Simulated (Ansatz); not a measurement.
An Ansatz input:

```yaml
crystal:
  lattice:
    - [2.7144834346, 0.0, 0.0]
    - [-1.3572417173, 2.3508116125, 0.0]
    - [0.0, 0.0, 9.0017692226]
  atoms:
    - { symbol: Pd, position: [0.0, 0.0, 1.0], spin: 0.212 }
    - { symbol: Pd, position: [0.0, 0.0, 0.5], spin: 0.212 }
    - { symbol: Pd, position: [0.3333333333, 0.6666666667, 0.25], spin: 0.207 }
    - { symbol: Pd, position: [0.6666666667, 0.3333333333, 0.75], spin: 0.207 }
hamiltonian:
  xc: mr2scan
  pseudopotentials:
    kind: paw
    azcp:
      Pd: "pseudopotentials/Pd.paw.azcp"
basis:
  ecutwfc: 500
  fft_grid_basis: typed
kpoints:
  mp_grid: { grid: [15, 15, 4], shift: [0, 0, 0] }
magnetization:
  spin_polarized: true
scf:
  occupations: { method: fermi_dirac, width: 0.05 }
  lower_state_search: "off"
output:
  stress: true
```

Output

```
Engine: ansatz 0.2.0, aarch64-unknown-linux-gnu
Pseudopotentials: kind: paw
Pseudopotential: Pd, paw, valence charge 18, recommended cutoff 500 eV (meta_gga) 
Functional definition: m-r2SCAN
  exchange = m_r2scan_x
  correlation = m_r2scan_c
Crystal: 4 atoms, lattice volume = 57.442 Å³
Basis set: ecut = 500 eV, 1401 PW (Γ), exchange–correlation on 80×80×288 points (64 copies of the dense FFT grid, shifted against one another)
Bands: 44, of which v1, the nominal top of the filled ones, is band 36 counted from 1 (35 counted from 0)
Symmetry: 24 space group operations
Space group: P63/mmc (ITA 194), of the structure as read, at distance tolerance 3.9e-5 Å
Magnetic group: BNS 194.263 (UNI 1493), of the structure as read, at distance tolerance 3.9e-5 Å
k-points: 81 of 900
Non-local potential: Pd, projectors of the file, l = 0: 2, l = 1: 2, l = 2: 2, l = 3: 1
PAW form: soft (Blöchl's): semilocal exchange-correlation on the pseudo side does not see the compensation charge
PAW frozen core: Pd, regenerated for the run's functional (the file was generated under x = pbe(κ = 0.804, μ = 0.2195149727645171), c = pbe(β = 0.06672455060314922))
PAW one-centre angular grid: Pd, 590 points (default); XC on 160 Gauss nodes
Initial density: superposition of atomic densities (chi_scale 0.1, normalization cell)
Starting moments: Σ|m| = 0.838 μB on 4 of 4 sites
Initial wavefunctions: pseudopotential atomic-orbital guess
Functional: x = mr2scan, c = mr2scan; τ floored in thin density (d = 2e-4 eV/Å³)
SCF iter   1: F=-27938.613898 eV  HF=-27945.096260 eV  |F-HF|=6.48e0  |Δ(HF+E_count)|=         —  Δρ=6.74e-2 (↑6.74e-2 ↓6.25e-2)  dr2=9.53e0  dr2_τ=3.89e-2  dr2_m=8.96e-3  M=0.643 μB ∫|m|=0.650 μB  β_m=0.30  ethr=3.10e-3  ⟨swp⟩=6.2  Hψ=25427  notcnv=0  defer=3
spin=Collinear: Kerker preconditioning applied to the charge; magnetization (m = ρ↑ − ρ↓) channel mixes plain (no charge-response kernel on spin).
SCF iter   2: F=-27941.589498 eV  HF=-27943.339730 eV  |F-HF|=1.75e0  |Δ(HF+E_count)|=    1.76e0  Δρ=3.99e-2 (↑3.99e-2 ↓3.65e-2)  dr2=3.31e0  dr2_τ=4.02e-2  dr2_m=6.05e-3  M=0.605 μB ∫|m|=0.619 μB  β_m=0.30  ethr=3.10e-3  ⟨swp⟩=2.3  Hψ=13162  notcnv=0  defer=336  κ⁻¹=1.0e0(r=1)
SCF iter   3: F=-27942.849021 eV  HF=-27942.704200 eV  |F-HF|=1.45e-1  |Δ(HF+E_count)|=   6.36e-1  Δρ=1.30e-2 (↑1.15e-2 ↓1.30e-2)  dr2=1.58e-1  dr2_τ=1.78e-2  dr2_m=3.44e-3  M=0.591 μB ∫|m|=0.605 μB  β_m=0.30  ethr=3.10e-3  ⟨swp⟩=2.1  Hψ=11580  notcnv=0  defer=336  κ⁻¹=2.2e-3(r=2)
SCF iter   4: F=-27942.856558 eV  HF=-27942.842888 eV  |F-HF|=1.37e-2  |Δ(HF+E_count)|=   1.39e-1  Δρ=6.83e-3 (↑4.42e-3 ↓6.83e-3)  dr2=2.80e-2  dr2_τ=1.20e-3  dr2_m=2.44e-3  M=0.566 μB ∫|m|=0.582 μB  β_m=0.30  ethr=2.20e-4  ⟨swp⟩=2.8  Hψ=14560  notcnv=0  defer=367  κ⁻¹=1.5e-3(r=3)
SCF iter   5: F=-27942.866281 eV  HF=-27942.863452 eV  |F-HF|=2.83e-3  |Δ(HF+E_count)|=   2.06e-2  Δρ=3.22e-3 (↑2.21e-3 ↓3.22e-3)  dr2=4.59e-3  dr2_τ=3.62e-4  dr2_m=1.81e-3  M=0.544 μB ∫|m|=0.563 μB  β_m=0.30  ethr=3.89e-5  ⟨swp⟩=2.8  Hψ=13726  notcnv=0  defer=367  κ⁻¹=2.1e-5(r=4)
SCF iter   6: F=-27942.859613 eV  HF=-27942.872362 eV  |F-HF|=1.27e-2  |Δ(HF+E_count)|=   8.91e-3  Δρ=4.47e-3 (↑4.47e-3 ↓1.85e-3)  dr2=1.88e-2  dr2_τ=2.47e-4  dr2_m=1.52e-3  M=0.520 μB ∫|m|=0.541 μB  β_m=0.30  ethr=6.37e-6  ⟨swp⟩=2.0  Hψ=14170  notcnv=0  defer=367  κ⁻¹=4.1e-6(r=5)
SCF iter   7: F=-27942.868741 eV  HF=-27942.868199 eV  |F-HF|=5.43e-4  |Δ(HF+E_count)|=   4.16e-3  Δρ=1.89e-3 (↑1.89e-3 ↓1.20e-3)  dr2=4.47e-4  dr2_τ=1.13e-4  dr2_m=1.18e-3  M=0.503 μB ∫|m|=0.524 μB  β_m=0.30  ethr=6.37e-6  ⟨swp⟩=2.0  Hψ=13607  notcnv=0  defer=367  κ⁻¹=3.2e-7(r=6)
...
iter 26 did not close the SCF: its close was put off for a magnetic moment that had not settled (scf_convergence_deferred on its scf_iter line)
SCF iter  26: F=-27942.870809 eV  HF=-27942.870809 eV  |F-HF|=5.00e-9  |Δ(HF+E_count)|=   5.60e-8  Δρ=5.26e-7 (↑4.67e-7 ↓5.26e-7)  dr2=2.21e-11  dr2_τ=8.09e-12  dr2_m=1.12e-10  M=0.001 μB ∫|m|=0.001 μB  β_m=1.20  ethr=1.00e-12  ⟨swp⟩=1.0  Hψ=21803  notcnv=0  κ⁻¹=3.9e-6(r=8)
SCF iter  27: F=-27942.870809 eV  HF=-27942.870809 eV  |F-HF|=2.91e-11  |Δ(HF+E_count)|=   7.39e-9  Δρ=1.29e-7 (↑1.28e-7 ↓1.29e-7)  dr2=1.11e-11  dr2_τ=7.05e-13  dr2_m=2.64e-12  M=0.000 μB ∫|m|=0.000 μB  ethr=1.00e-12  ⟨swp⟩=1.0  Hψ=20481  notcnv=0
WARN: the starting moments were not kept: the SCF closed with an absolute magnetisation of 6.9e-5 μB, where they sum to 0.838 μB in size (4 sites). That is at most 0.1 of that sum. Measured as dr2_m measures the in/out step, that magnetisation stands 9.1e-10 eV from none, at or under the dr2_threshold of 1.0e-7 eV: it is no larger than a step whose dr2_m would equal this threshold. The system may hold no moment; this SCF shows only that its start led to no more than that. To try another start: raise the starting moments (crystal.atoms[].spin, magnetization.per_species, magnetization.initial_magnetization, or on a non-collinear deck that types none of these the spinor_matrix: blocks that start its atoms; where the total moment is fixed, keep their sum and leave initial_magnetization as it is; typed ones take the place of any that the run laid by itself, positive ones on a crystal's lanthanoids without a Hubbard term where scf.initial_density.shell_occupations: [] is typed) or, if the notice of its spin-set hold's release reads "site moments contracting" or "site moments show no strong build", lengthen the hold (scf.mixing.spin_hold: { on: { confirm: 4 } }; for m-r²SCAN on two components see the key's manual first). Each may lead to a state that holds a moment. A second SCF, from the converged charge density, with the starting moments and any scf.initial_density.shell_occupations laid on it anew, would have followed, and was not run: the deck does not ask for one (magnetization.retry_lost_moments is false, the default). To let it run, set magnetization.retry_lost_moments: true and run the deck again, where that key's refused combinations let it; where memory then withholds it, that run's warning says so.
SCF 1 converged in 27 iterations: F = -27942.870809 eV  dr2 = 1.11e-11
this state was not tested for a lower state beside it, because the mixer in use, unlike msr1, does not test its closes by its own steps (another_mixer; see scf.mixing.algorithm and scf.lower_state_search)
SCF converged after 27 iterations
Magnetization: 0.0001 μB (36.0000 up, 36.0000 down)
Absolute magnetization: 0.0001 μB (∫|ρ↑−ρ↓|, with the PAW one-centre terms)
Spin contamination: 0.0000 ħ² per cell (⟨S²⟩ above its minimum at these occupations)
Per-site moments (μB) at R_I (Å): [(1.6786793100813937e-5, 1.1197244167687763), (1.6786793100825446e-5, 1.1197244167687763), (1.699431580416776e-5, 1.1197244167687763), (1.6994315804410848e-5, 1.1197244167687763)]
Free energy (F): -27942.870809 eV
Harris-Foulkes:  -27942.870809 eV  (|F-HF|=2.91e-11)
Internal energy: -27942.802721 eV  (E = F + TS)
E sigma→0 (E₀):  -27942.836765 eV
Entropy (-TS):   -0.068088 eV (-17.022 meV/atom)
Fermi energy:    20.326722 eV
--- Per-component energies (eV) ---
  E_band       = -572.513682
  E_kinetic    = 2065.130848
  E_local      = -6863.296049  (includes V_loc(G=0)·N_el)
  E_nonlocal   = 870.702806
  E_hartree    = 2805.050146
  E_xc         = -642.768109
  E_vxc        = -932.227890  (∫ρ·V_xc dr)
  E_paw        = -15088.644335  (= ΣΔE_a)
  E_vpaw       = -1391.374944  (= ΣTr[D̂ρ^β])
  E_aug_tail   = 0.000459  (compensation charges beyond the density's cutoff)
  E_vtau       = 68.450783  (kinetic-family band-sum trace: ∫τ·v_τ [+ j·A + Jᵃ·Aᵃ] dr)
  E_ewald      = -11087.170140
  E_core_change = -1.808346  (= ΣΔE_core)
  E_smearing   = -0.068088  (= −TS)
  E_closure    = 0.000000  (closes the sum)
  Σ components = -27942.870809   (vs F -27942.870809, Δ=0.00e0)
--- Stress (GPa, compression-positive) ---
        8.538445       0.000000       0.000000
        0.000000       8.538445       0.000000
        0.000000       0.000000       7.776015
  P = ⅓ Tr σ = 8.2843 GPa (82.843 kbar)
```

Launched by

```sh
ansatz run input.yaml --threads 2 --pin off --max-ram 5120MiB --backend cpu --events-out ev --progress --plain --runs-dir out
```

On 2 threads of Arm Neoverse V2 (shared host) this took about 64 s of wall time and 130 s of CPU time.
